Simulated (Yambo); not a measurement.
G0W0@PBEsol for SiC (zinc blende, space group F-43m, No. 216) in Yambo. Reference settings: 6×6×6 Γ-centred k mesh, 76 bands and a 14 Ry block in the screening, 76 bands in G with the Bruneval-Gonze terminator, plasmon pole fitted at 27.2 eV. The PBEsol gap Γ → X on this mesh is 1.24 eV; G0W0 gaps are taken between the same points.

The settings were changed. The gap went from 2.18 eV to 1.89 eV, and the shift of the valence edge from -0.75 eV to -0.06 eV.

Problem. Which change was made?
A. 47 bands in W, 47 bands in G
B. no terminator
C. 4×4×4 mesh
D. 1 Ry block

Solution. D, 1 Ry block. The others gave (gap, valence shift): 47 bands in W, 47 bands in G: 2.17, -0.68 eV; no terminator: 2.12, -0.64 eV; 4×4×4 mesh: 2.16, -0.69 eV.

Geometry relaxed with PBEsol; primitive cell a = 3.0809 Å, b = 3.0809 Å, c = 3.0809 Å, α = 60.00°, β = 60.00°, γ = 60.00°.

A shift is the quasiparticle energy of the state minus its PBEsol energy.
